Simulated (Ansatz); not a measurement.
Relaxed-ion elastic tensor of AlIr (rock salt, Fm-3m) in GPa (Voigt order), PBEsol (plane waves, PAW; program Ansatz); density 11.65 g/cm³, 15.62 Å³ per atom.

```
  344   78.5   78.5    0.0    0.0    0.0
 78.5    344   78.5    0.0    0.0    0.0
 78.5   78.5    344    0.0    0.0    0.0
  0.0    0.0    0.0  -87.8    0.0    0.0
  0.0    0.0    0.0    0.0  -87.8    0.0
  0.0    0.0    0.0    0.0    0.0  -87.8
```

**Question.** Is the crystal mechanically stable?

**Answer.** No: the smallest eigenvalue of C is -87.8 GPa.

The start of the workflow was typed in or built on a structure type; neither database checked (COD, Materials Project) lists it. Its standing as an ambient phase is unchecked. The cell was relaxed with PBEsol under the symmetry of its start. At this level the phase is mechanically unstable. The run is not spin-polarised. As this level gives no gap, shear constants depend on the k-mesh and smearing (Fermi–Dirac, 0.1 eV here). Spin–orbit coupling is left out wherever it is not named.

Potentials: the later of the program's two PAW sets.
